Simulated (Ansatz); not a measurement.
Data:

NaTaO3:
```xyz
10
Lattice="5.4850 0.0000 0.0000 0.0000 5.4850 0.0000 0.0000 0.0000 3.9540" Properties=species:S:1:pos:R:3 pbc="T T T"
Na     0.0000     2.7425     1.9770
Na     2.7425     0.0000     1.9770
Ta     0.0000     0.0000     0.0000
Ta     2.7425     2.7425     0.0000
O      3.8373     1.0948     0.0000
O      1.6477     4.3901     0.0000
O      4.3901     3.8373     0.0000
O      1.0948     1.6477     0.0000
O      0.0000     0.0000     1.9770
O      2.7425     2.7425     1.9770
```

This is the PBEsol-relaxed structure. x, y and z are the axes in which the lattice vectors are written.

Question: All from the program Ansatz at the PBEsol level (PAW), unless another level is named. Predict the HSE06 gap on the PBEsol cell.

Answer: 3.78 eV.

Question: And the smallest direct gap on the standard path?

Answer: 2.69 eV.

Question: Predict the band gap.

Answer: 2.31 eV (indirect).

Question: What about the electron effective mass, band 2 of 2 at the edge?

Answer: 0.52 along x, 0.27 along z (mₑ).

Question: And the valence-band maximum?

Answer: at Z.

Space group P4/mbm. The workflow started from a Materials Project entry (that database holds measured and hypothetical structures alike); the Crystallography Open Database files this formula in space group No. 127, but the cells were not matched. Whether it is the stable phase at ambient conditions was not checked. The cell was relaxed with PBEsol under the symmetry of its start; its stability against distortions is not shown here. The run is not spin-polarised. Spin–orbit coupling is left out wherever it is not named.

Potentials: the later of the program's two PAW sets.
